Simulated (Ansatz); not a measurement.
CdSe (zinc blende), conventional cell a = 6.1964 Å, b = 6.1964 Å, c = 6.1964 Å, α = 90.00°, β = 90.00°, γ = 90.00°. The calculation uses the primitive cell of 2 atoms, to which meshes and values per cell refer.

The volume is varied about the relaxed value V₀ at fixed cell shape. Symmetry pins the atoms to their sites.

The numbers are results of PBE (plane waves to 420 eV, PAW, scalar-relativistic; Ansatz, an electronic-structure program), not measurements. k mesh 9×9×9 (Γ-centred), Fermi-Dirac smearing 0.05 eV. The energy includes the smearing's −TS. Compression counts positive. CdSe was relaxed with its symmetry unable to fall. The PAW data are Ansatz's earlier set. ΔE is measured from the relaxed starting cell.

The scan covers V/V₀ from 0.840 to 1.160 in 13 points.

Problem. What pressure does the cell carry at V/V₀ = 0.840?

Solution. 11.7 GPa.

Problem. What is ΔE at V/V₀ = 0.840?

Solution. 147.6 meV/atom.

Problem. What is ΔE at V/V₀ = 1.160?

Solution. 80.3 meV/atom.

(Under strain, the slope of the energy per volume gives the stress and its curvature an elastic modulus.)
